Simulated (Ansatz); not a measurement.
MgCdS$_{2}$ in space group P4/mmm (No. 123; Mg on 1d, Cd on 1a, S on 1b, S on 1c), DFT-PBEsol in the program Ansatz with PAW potentials, all energies at zero smearing, with the estimated change up to a 700 eV cutoff added, with one set of potentials and settings (totals compare only within such a set). Cell of 4 atoms (1 Mg, 1 Cd, 2 S): -11869.892 eV.

```json
[
 {"element": "Mg", "reference phase": "P6_3/mmc, 2 atoms in the cell", "E (eV/atom)": "-1912.0511"},
 {"element": "Cd", "reference phase": "P6_3/mmc, 2 atoms in the cell", "E (eV/atom)": "-8184.0667"},
 {"element": "S", "reference phase": "Fddd, 32 atoms in the cell", "E (eV/atom)": "-884.8920"}
]
```

Formation energy per atom, worked out: (-11869.892 − 1×(-1912.0511) − 1×(-8184.0667) − 2×(-884.8920))/4 = -0.997 eV/atom (-96 kJ per mol of atoms), at 0 K, without zero-point energy or fitted corrections.

The first step of the workflow began from a Materials Project structure, measured or hypothetical; the Crystallography Open Database copy checked does not list it. With Mg and Cd taken as one species the cell has the higher symmetry Fm-3m, so it may be an ordered model of a mixed-site phase. Whether it is the stable phase at ambient conditions was not checked. The PBEsol relaxation kept the symmetry of its start; of distortions, only those at the zone centre were tested. The references are the lowest solids computed at this level, not always the standard phases.

Potentials: the later of the program's two PAW sets.
